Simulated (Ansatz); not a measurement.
# Computed properties of W2N

W2N:
```xyz
3
Lattice="2.7923 0.0000 0.0000 -1.3962 2.4182 0.0000 0.0000 0.0000 5.4108" Properties=species:S:1:pos:R:3 pbc="T T T"
N      0.0000     0.0000     0.0000
W      0.0000     1.6122     1.4567
W      1.3962     0.8061     3.9541
```

Space group P-3m1 (No. 164), anti-CdI2 type; conventional cell a = b = 2.7923 Å, c = 5.4108 Å, α = β = 90.00°, γ = 120.00°.

Method: plane-wave PAW r²SCAN (Ansatz code). Geometry: relaxed at this level of theory. Other levels are named where they apply.

### Cell and energy

```
Property                                                     Value
-----------------------------------------------------  -----------
Volume per atom                                           12.18 Å³
Density                                                17.35 g/cm³
Formation energy from the elements (no fitted shifts)  47 meV/atom
```

### Electronic structure

```
Property                                                                    Result
------------------------------------  --------------------------------------------
Electronic character                                             metallic (no gap)
Density of states at the Fermi level  0.60 states/eV per atom (mean over ±0.08 eV)
```

### Mechanics

```
Item                                  Value
----------------------------------  -------
Bulk modulus (Birch–Murnaghan fit)  349 GPa
Pressure derivative B′                  4.5
```

A made-up cell: these elements were put on the sites of a structure type; neither database checked (COD, Materials Project) lists it. Whether it is the stable phase at ambient conditions was not checked. The cell was relaxed with r²SCAN under the symmetry of its start; its stability against distortions is not shown here. The run is not spin-polarised. With an odd number of electrons in the cell and no spin polarisation, the count alone makes it a metal. The references are the lowest solids computed at this level, not always the standard phases (solids in place of the gases). Spin–orbit coupling is left out wherever it is not named.

Potentials: the later of the program's two PAW sets.
